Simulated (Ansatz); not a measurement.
An element in the bcc structure gives these cold pressures by all-electron LAPW under PBE (Ansatz 0.2.0, scalar-relativistic, no spin polarisation).

```
V (Å³/atom)  P (GPa)
     116.55     0.00
     107.23     0.20
      97.90     0.47
      88.58     0.87
      79.25     1.44
      69.93     2.26
      60.61     3.34
      52.45     4.54
```

(1) Which element is it?

Results:

(1) Cs. Its zero-pressure volume in this structure is near 116.5 Å³/atom; the volume and the steepness of P(V) together point to it, though neighbours can come close. Other candidates weren't computed, and some may come near.
